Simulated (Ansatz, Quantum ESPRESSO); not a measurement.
Given: the input of a run of Ansatz 0.2.0 on Sn3Te. The cell comes from a database or a generator and needn't be the stable form of this composition.

Contents of input.yaml:

```yaml
crystal:
  lattice:
    - [4.865622, 0.0, 0.0]
    - [0.0, 4.865622, 0.0]
    - [0.0, 0.0, 4.865622]
  atoms:
    - { symbol: Te, position: [0.0, 0.0, 0.0] }
    - { symbol: Sn, position: [0.0, 0.5, 0.5] }
    - { symbol: Sn, position: [0.5, 0.0, 0.5] }
    - { symbol: Sn, position: [0.5, 0.5, 0.0] }
kpoints:
  mp_grid: { grid: [6, 6, 6] }
scf:
  occupations: { method: fermi_dirac, width: 0.05 }
hamiltonian:
  xc: pbesol
  pseudopotentials: { kind: all_electron, lapw: { basis_error: 0.001 } }
output:
  forces: true
  stress: true
  eigenvalues: true
  populations: true
```

Potentials or basis: all-electron LAPW, scalar-relativistic.

The run is started by

```sh
$ ansatz run input.yaml --threads 2 --pin off --max-ram 8192MiB --backend cpu --events-out ev --progress --plain --runs-dir out
```

Q: Set up the same calculation for Quantum ESPRESSO 7.5. Potentials or basis there: GBRV 1.5 PBEsol, cutoff 925 eV.

A: As run (cutoffs and basis follow the program's own potentials, and thresholds, step limits or extra output files can differ):

File pw.in:

```
&CONTROL
  calculation = 'scf'
  prefix = 'pwscf'
  outdir = './tmp'
  pseudo_dir = './pseudo'
  tprnfor = .true.
  tstress = .true.
  disk_io = 'low'
/
&SYSTEM
  ibrav = 0
  nat = 4
  ntyp = 2
  ecutwfc = 68
  ecutrho = 544
  nbnd = 33
  occupations = 'smearing'
  smearing = 'fd'
  degauss = 0.00367493
/
&ELECTRONS
  conv_thr = 8d-10
  electron_maxstep = 120
  mixing_beta = 0.5
/
ATOMIC_SPECIES
Te   127.6000 te_pbesol_v1.uspp.F.UPF
Sn   118.7100 sn_pbesol_v1.4.uspp.F.UPF
CELL_PARAMETERS angstrom
   4.8656220000    0.0000000000    0.0000000000
   0.0000000000    4.8656220000    0.0000000000
   0.0000000000    0.0000000000    4.8656220000
ATOMIC_POSITIONS crystal
Te     0.0000000000    0.0000000000    0.0000000000
Sn     0.0000000000    0.5000000000    0.5000000000
Sn     0.5000000000    0.0000000000    0.5000000000
Sn     0.5000000000    0.5000000000    0.0000000000
K_POINTS automatic
6 6 6 0 0 0
```

File pp_density.in:

```
&INPUTPP
  prefix = 'pwscf'
  outdir = './tmp'
  filplot = 'density.dat'
  plot_num = 0
/
&PLOT
  nfile = 1
  filepp(1) = 'density.dat'
  iflag = 3
  output_format = 6
  fileout = 'density.cube'
/
```

The input pp_potential.in:

```
&INPUTPP
  prefix = 'pwscf'
  outdir = './tmp'
  filplot = 'potential.dat'
  plot_num = 11
/
&PLOT
  nfile = 1
  filepp(1) = 'potential.dat'
  iflag = 3
  output_format = 6
  fileout = 'potential.cube'
/
```

Potentials or basis: GBRV 1.5 PBEsol.

Command:

```console
$ OMP_NUM_THREADS=1 mpirun -n 2 pw.x -nk 2 -in pw.in > pw.out
$ OMP_NUM_THREADS=1 mpirun -n 1 pp.x -in pp_density.in > pp_density.out
$ OMP_NUM_THREADS=1 mpirun -n 1 pp.x -in pp_potential.in > pp_potential.out
```

Both were run:

|  | Ansatz | Quantum ESPRESSO |
| --- | --- | --- |
| Pressure | -2.4 GPa | -2.6 GPa |

Where Ansatz's input types no cutoff or centring, it takes its own default and a Γ-centred mesh.

Pressure is positive in compression.
